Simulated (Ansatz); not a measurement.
# Ansatz 0.2.0, settings compared: MnF2

The command:

```bash
ansatz run input.yaml --threads 1 --pin off --max-ram 2560MiB --backend cpu --events-out ev --progress --plain --runs-dir out
```

The input file (Ansatz 0.2.0, plane waves):

```yaml
crystal:
  lattice:
    - [4.90289, 0.0, 0.0]
    - [0.0, 4.90289, 0.0]
    - [0.0, 0.0, 3.161777]
  atoms:
    - { symbol: F, position: [0.327, 0.327, 0.0] }
    - { symbol: F, position: [0.173, 0.827, 0.5] }
    - { symbol: F, position: [0.673, 0.673, 0.0] }
    - { symbol: F, position: [0.827, 0.173, 0.5] }
    - { symbol: Mn, position: [0.0, 0.0, 0.0], spin: 4.1 }
    - { symbol: Mn, position: [0.5, 0.5, 0.5], spin: -4.1 }
kpoints:
  mp_grid: { grid: [4, 4, 6], shift: [0, 0, 0] }
magnetization:
  spin_polarized: true
scf:
  occupations: { method: fermi_dirac }
hamiltonian:
  pseudopotentials: { kind: paw }
  xc: pbe
  hubbard:
    sites: [{ species: Mn, l: d, u_eff: 5.21 }]
    projectors: all-electron-ortho-atomic
basis:
  ecutwfc: 420
output:
  forces: true
  stress: true
  eigenvalues: true
```

Origin of the cell: a known structure type with other elements, at an estimated volume, so it need not be a known compound.

The smearing width isn't typed, so it takes its default of 0.1 eV.

Output of this run (shortened):

```
SCF iter   1: F=—  HF=-11049.569724 eV  Δρ=3.15e-1  dr2=2.61e2  dr2_m=7.15e0  M=-0.000 μB ∫|m|=5.095 μB  defer=4
SCF iter   2: F=—  HF=-11030.442520 eV  Δρ=9.65e-2  dr2=5.12e0  dr2_m=4.24e0  M=0.000 μB ∫|m|=9.728 μB  defer=102
SCF iter   3: F=—  HF=-11029.631902 eV  Δρ=3.09e-2  dr2=1.68e0  dr2_m=2.01e-2  M=0.000 μB ∫|m|=9.765 μB  defer=156
SCF iter   4: F=—  HF=-11030.754257 eV  Δρ=1.32e-2  dr2=3.67e-1  dr2_m=9.87e-3  M=-0.000 μB ∫|m|=9.754 μB  defer=166
SCF iter   5: F=—  HF=-11031.291466 eV  Δρ=6.92e-3  dr2=1.19e-1  dr2_m=4.71e-3  M=-0.000 μB ∫|m|=9.769 μB  defer=166
[… 2 lines left out …]
SCF iter   8: F=—  HF=-11031.928555 eV  Δρ=2.43e-4  dr2=2.96e-4  dr2_m=1.60e-6  M=0.000 μB ∫|m|=9.789 μB  defer=202
SCF iter   9: F=—  HF=-11031.928924 eV  Δρ=8.10e-5  dr2=1.72e-5  dr2_m=2.14e-7  M=-0.000 μB ∫|m|=9.789 μB  defer=202
SCF iter  10: F=—  HF=-11031.928937 eV  Δρ=5.79e-5  dr2=3.47e-6  dr2_m=8.96e-7  M=0.000 μB ∫|m|=9.789 μB  defer=202
SCF iter  11: F=—  HF=-11031.928937 eV  Δρ=1.29e-5  dr2=2.11e-7  dr2_m=5.10e-8  M=0.000 μB ∫|m|=9.789 μB  defer=202
SCF iter  12: F=-11031.928938 eV  HF=-11031.928938 eV  Δρ=2.26e-6  dr2=1.50e-8  dr2_m=4.77e-10  M=-0.000 μB ∫|m|=9.789 μB
SCF 1 converged in 12 iterations: F = -11031.928938 eV  dr2 = 1.50e-8
SCF converged after 12 iterations
Magnetization: -0.0000 μB (29.0000 up, 29.0000 down)
Absolute magnetization: 9.7911 μB (∫|ρ↑−ρ↓|, with the PAW one-centre terms)
Spin contamination: 4.9925 ħ² per cell (⟨S²⟩ above its minimum at these occupations)
Per-site moments (μB) at R_I (Å): [(-0.036666, 0.818591), (0.036666, 0.818591), (-0.036666, 0.818591), (0.036666, 0.818591), (4.089729, 0.818591), (-4.089729, 0.818591)]
Free energy (F): -11031.928938 eV
Harris-Foulkes:  -11031.928938 eV  (|F-HF|=3.05e-8)
Internal energy: -11031.928938 eV  (E = F + TS)
E sigma→0 (E₀):  -11031.928938 eV
Entropy (-TS):   -0.000000 eV (-0.000 meV/atom)
Fermi energy:    8.191541 eV
--- Per-component energies (eV) ---
  E_band       = -820.130152
  E_kinetic    = 1428.698005
  E_local      = -7355.429367  (includes V_loc(G=0)·N_el)
  E_nonlocal   = 809.751223
  E_hartree    = 2951.849721
  E_xc         = -540.424670
  E_vxc        = -691.789148  (∫ρ·V_xc dr)
  E_hubbard    = 1.168653  (on-site DFT+U / exact-exchange correction)
  E_vhub       = -24.726370  (the Hubbard potential's part of the band-sum identity)
  E_paw        = -3422.095199  (= ΣΔE_a)
  E_vpaw       = -890.345055  (= ΣTr[D̂ρ^β])
  E_aug_tail   = 0.008205  (compensation charges beyond the density's cutoff)
  E_ewald      = -4905.455508
  E_smearing   = -0.000000  (= −TS)
[… 5 lines left out …]
  atom   3  F      1.512703     1.512703     0.000000
  atom   4  F     -1.512704     1.512704     0.000000
  atom   5  Mn    -0.000000    -0.000000     0.000000
  atom   6  Mn     0.000000     0.000000     0.000000
  max |Σ_I F_I| component: 4.44e-16 eV/Å
--- Stress (GPa, compression-positive) ---
       12.772342      -0.000004       0.000000
       -0.000004      12.772342       0.000000
        0.000000       0.000000      29.583187
  P = ⅓ Tr σ = 18.3760 GPa (183.760 kbar)
Occupation matrices written to <dir>
```

The same input was run again with these changes:

1. `hamiltonian.pseudopotentials` { kind: paw } → { kind: paw, source: jth }
2. `kpoints.mp_grid.grid` [4, 4, 6] → [5, 5, 8]; `basis.xc_grid` default → 2; `accuracy` default → high
3. `scf.algorithm` default → direct_min

```tsv
run	end	SCF iterations	P (GPa)	max force component (eV/Å)	moment (μB)	ΔE(σ→0) (meV/atom)
base	converged	12	18.38	1.513	0.00	0
1	converged	11	18.66	1.513	0.00	–
2	converged	14	18.37	1.513	0.00	0.04
3	converged	11	18.38	1.513	0.00	0.00
```

Energies are compared only where functional, datasets, charge and starting cell are the same.

Caveats of the base run: one start, so the magnetic state may not be the lowest.

Run 1: the cutoff lies below the datasets' advice.

The base run ran for 8 s of wall time on 1 CPU thread(s) of a shared host, from the program's own first density.
